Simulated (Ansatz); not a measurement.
VP2:
```xyz
6
Lattice="4.2052 1.5561 0.0000 -4.2052 1.5561 0.0000 -3.4936 0.0000 6.2464" Properties=species:S:1:pos:R:3 pbc="T T T"
V     -5.3299     1.5561     4.3617
V      1.8362     1.5561     1.8847
P     -0.3835     1.5561     6.0572
P     -3.1101     1.5561     0.1892
P     -0.5610     1.5561     2.5194
P     -2.9327     1.5561     3.7271
```

Relaxed with r²SCAN. Special points in fractions of this cell's reciprocal vectors: Γ (0.000, 0.000, 0.000); C (0.295, 0.295, 0.000); C2 (-0.295, 0.705, 0.000); Y2 (-0.500, 0.500, 0.000); M2 (-0.500, 0.500, 0.500); D (-0.269, 0.731, 0.500); D2 (0.269, 0.269, 0.500); A (0.000, 0.000, 0.500); L2 (0.000, 0.500, 0.500); V2 (0.000, 0.500, 0.000).

Question: List the band energies nearest the Fermi level at these points for the program Ansatz at the r²SCAN level (PAW).

Answer: In eV from the Fermi level; about four levels below and three above (degenerate sets whole), none deeper than 8.9 eV; points with the same levels are listed once.

```json
[
 {"k": "Γ", "below": "-1.89 -1.12 -0.95 -0.94", "above": "0.45 1.50 2.14"},
 {"k": "C", "below": "-2.11 -1.84 -1.62 -1.25", "above": "0.81 1.37 1.49"},
 {"k": "Y2", "below": "-1.74 -1.74 -1.26 -0.81 -0.13", "above": "0.09 0.25 0.39"},
 {"k": "M2", "below": "-1.53 -1.22 -0.84 -0.51", "above": "0.05 0.24 1.67"},
 {"k": "D", "below": "-2.64 -2.19 -1.87 -1.17", "above": "0.71 1.75 1.79"},
 {"k": "A", "below": "-1.18 -0.76 -0.34 -0.13", "above": "1.66 2.40 2.42"},
 {"k": "L2", "below": "-2.26 -2.14 -1.73 -0.72", "above": "0.49 1.22 2.03"},
 {"k": "V2", "below": "-2.26 -1.99 -1.45 -0.97", "above": "1.30 1.97 2.19"}
]
```

Space group C2/m. The first step of the workflow began from a Materials Project structure, measured or hypothetical; the Crystallography Open Database copy checked does not list it. Its standing as an ambient phase is unchecked. The cell was relaxed with r²SCAN under the symmetry of its start; its stability against distortions is not shown here. The run is not spin-polarised.

Potentials: the later of the program's two PAW sets.
